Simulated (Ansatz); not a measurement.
Q: Each is relaxed and computed with the program Ansatz at the r²SCAN level (PAW). Which is the only one with a gap?
A. SiGe, NiAs type
B. TiSi, Pnma (Ti on 4c, Si on 4c)
C. SiO2, Pm-3m (Si on 24k, O on 12h, O on 12i, O on 24m)
D. V2SiB2, P-6m2 (V on 2h, Si on 1a, B on 1b, B on 1f)

A: C, SiO2, Pm-3m (Si on 24k, O on 12h, O on 12i, O on 24m). SiO2: gap 6.38 eV; TiSi: metal; SiGe: metal; V2SiB2: metal. Constructed cells (a structure type filled with these elements, in neither database checked): SiGe, NiAs type. Typed or built starts, not in the databases checked: V2SiB2, P-6m2 (V on 2h, Si on 1a, B on 1b, B on 1f). Not the usual ambient phase: SiO2, Pm-3m (Si on 24k, O on 12h, O on 12i, O on 24m). Standing as an ambient phase not checked: TiSi, Pnma (Ti on 4c, Si on 4c). Began spin-polarised and lost the moments: V2SiB2, P-6m2 (V on 2h, Si on 1a, B on 1b, B on 1f). All cells were relaxed under the symmetry of their starts (and spin orders); stability against distortions was not tested throughout. Named crystals with no word on spin ran without spin polarisation. Scalar-relativistic: spin–orbit coupling is off unless named, which matters more the heavier the elements.

Potentials: the earlier of the program's two PAW sets. The files were generated under PBE; for other functionals the program regenerates the frozen cores, and for LDA and PBEsol the local potential too.
